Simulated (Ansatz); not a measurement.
A vibration from a frozen displacement in Li3ClO

Level of theory: DFT LDA, scalar-relativistic, plane waves, PAW (Ansatz 0.2.0). The runs took a 420 eV cutoff, a Γ-centred 6×6×6 mesh and Gaussian smearing (0.05 eV). No spin polarisation. Energies are free energies at this smearing, counted from the undisturbed cell; pressure is positive in compression.

Reference structure (as given, not relaxed at this level; it stands at -5.5 GPa, and it needn't be the usual structure):

```xyz
5
Lattice="3.9083 0.0000 0.0000 0.0000 3.9083 0.0000 0.0000 0.0000 3.9083" Properties=species:S:1:pos:R:3 pbc="T T T"
Li    0.0000    1.9542    1.9542
Li    1.9542    0.0000    1.9542
Li    1.9542    1.9542    0.0000
Cl    0.0000    0.0000    0.0000
O     1.9542    1.9542    1.9542
```

Every Cl atom is moved by x along the Cartesian unit vector (1.000, 0.000, 0.000); the cell and all other atoms stay fixed. The cell's volume is 59.70 Å³; the moved atoms weigh 35.450 u together and the others 36.819 u. Some rows repeat others by symmetry and weren't run.

| x (Å) | ΔE (meV/cell) | total force on the moved atoms along the move (eV/Å) | pressure (GPa) |
| --- | --- | --- | --- |
| -0.3000 | 65.83 | 0.4552 | -4.7624 |
| -0.2625 | 49.96 | 0.3918 | -4.9273 |
| -0.2250 | 36.42 | 0.3308 | -5.0695 |
| -0.1875 | 25.12 | 0.2721 | -5.1893 |
| -0.1500 | 15.99 | 0.2153 | -5.2869 |
| -0.1125 | 8.95 | 0.1601 | -5.3625 |
| -0.0750 | 3.97 | 0.1061 | -5.4164 |
| -0.0375 | 0.99 | 0.0528 | -5.4486 |
| 0.0000 | 0.00 | 0.0000 | -5.4594 |
| 0.0375 | 0.99 | -0.0528 | -5.4486 |
| 0.0750 | 3.97 | -0.1061 | -5.4164 |
| 0.1125 | 8.95 | -0.1601 | -5.3625 |
| 0.1500 | 15.99 | -0.2153 | -5.2869 |
| 0.1875 | 25.12 | -0.2721 | -5.1893 |
| 0.2250 | 36.42 | -0.3308 | -5.0695 |
| 0.2625 | 49.96 | -0.3918 | -4.9273 |
| 0.3000 | 65.83 | -0.4552 | -4.7624 |

Question: What frequency belongs to this motion?

Answer: The force constant is k = −dF/dx = 1.408 eV/Å², from the parabola through x = -0.0375, 0 and 0.0375. In every cell the moved atoms swing against the rest, so the mass is μ = m₁m₂/(m₁ + m₂) = 18.061 u, and ν̃ = 521.5 cm⁻¹ × √(|k|/μ) = 146 cm⁻¹, at this cell's pressure of -5.5 GPa. The pattern needn't be a normal mode: ν̃² is then a weighted mean of the squared nonzero frequencies at the zone centre of this cell, taken without macroscopic field, so it lies between the lowest and the highest of them.

Question: How far does the harmonic law reach?

Answer: At x = -0.300 Å, kx²/2 = 63.36 meV against the computed 65.83 meV (+3.9 %): the well is still close to harmonic there.

Question: The pressure changes with x². What does that say about the frequency under compression?

Answer: With E = k(V)x²/2, k ∝ V^(−2γ) and x scaling with the cell as V^(1/3), P − P0 = −∂E/∂V = (2γ − 2/3) ΔE/V. At x = 0.0750 Å, V(P − P0) = 59.70 × 0.04303 / 160.2 eV = 16.04 meV and ΔE = 3.97 meV, so γ = 1/3 + V(P − P0)/(2ΔE) = 2.35. This is the Grüneisen parameter of the motion under uniform scaling of the cell: shrinking the cell evenly by 1 % in volume raises the frequency by about 2.35 %.